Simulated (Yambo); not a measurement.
A G0W0@LDA run in Yambo for Mg$_{2}$ZnP$_{2}$ (space group P3m1, No. 156) (3×3×2 Γ-centred k mesh, bands 13 to 176 and a 8 Ry block in the screening, 176 bands in G with the Bruneval-Gonze terminator, plasmon pole fitted at 27.2 eV) gives these matrix elements, in eV, at the band edges (Γ → K):

| state | E0 | <Vxc> | <Σx> | <Σc(E0)> | Z |
|---|---|---|---|---|---|
| valence edge | 0.000 | -12.501 | -14.141 | 0.982 | 0.769 |
| conduction edge | 1.126 | -10.135 | -6.132 | -3.579 | 0.796 |

Question: Solve the linearised quasiparticle equation for both states, give the gap, and say how exchange and correlation each act on it.

Answer: E = E0 + Z(Σx + Σc − Vxc). Valence: 0.000 + 0.769 × (-14.141 + (0.982) − (-12.501)) = -0.51 eV. Conduction: 1.126 + 0.796 × (-6.132 + (-3.579) − (-10.135)) = 1.46 eV. The gap is 1.97 eV, against 1.13 eV in LDA. Replacing Vxc by bare exchange alone would open it by 5.64 eV; correlation takes back 4.56 eV of that, and Z scales what is left. Nearest settings tried, and what they do to the gap: 137 bands in W, 137 bands in G: -13 meV; 6 Ry block (159 vectors against 251): -65 meV; 3×3×1 mesh: -86 meV. So the settings aren't converged at that level. The k mesh is coarse. The mesh misses a band edge: along a dense path the LDA gap is 0.91 eV against 1.13 eV on the mesh. 

Geometry of the Materials Project entry, not relaxed at this level; primitive cell a = b = 4.014 Å, c = 6.544 Å, α = β = 90.00°, γ = 120.00°.

The structure is a Materials Project entry; no match was found in the copy of COD used, and its stability was not checked.
